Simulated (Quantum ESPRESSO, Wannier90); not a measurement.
## TiS (P-6m2), plane waves to Wannier functions

```
CELL_PARAMETERS angstrom
      3.26717     0.00000     0.00000
     -1.63358     2.82945     0.00000
      0.00000     0.00000     3.21706
ATOMIC_POSITIONS crystal
  Ti 0.66667 0.33333 0.00000
  S  0.00000 0.00000 0.50000
```

Materials Project entry mp-1018028; symmetrised, unrelaxed at this level. Not found in the COD (Crystallography Open Database) copy used, which has the formula in other groups; not checked further. Level: PBEsol, no spin polarisation, no spin-orbit coupling; pw.x of Quantum ESPRESSO at 68 Ry with PseudoDojo potentials, 12×12×10 k-points, Wannier90. Density: 12×12×10 mesh, cold smearing 0.01 Ry. A non-magnetic state is assumed, with no Hubbard U on the 3d ions.

The plane-wave run has 22 bands and 18 electrons a cell. On the energy scale of pw.x, whose zero is arbitrary, the Fermi level lies at 13.48 eV.

Input w.win, without the blocks of cell, atoms and k-points (1440 lines):

```
num_bands = 17
num_wann = 9
exclude_bands = 1-5
num_iter = 1000
conv_tol = 1.0e-6
conv_window = 4
dis_num_iter = 1000
dis_conv_tol = 1.0e-6
dis_froz_max = 14.98
write_hr = true
write_u_matrices = true
begin projections
f=-0.32537,0.32835,0.01047: d
f=0.01183,-0.00369,0.50617: p
end projections
mp_grid = 12 12 10
```

Task: Check the input against the numbers above: what is wrong, and how is it mended?

Result: wannier90.x -pp stops with:
```
w90_readwrite_get_projections: too few projection functions defined
```
The projections block defines fewer trial orbitals than num_wann. Mended as below, all else unchanged, the run goes through (Ω_I = 10.6 Å²) and follows the plane-wave bands to 0.9 meV rms (states up to 1.0 eV relative to the Fermi level).
```
num_wann = 8
```
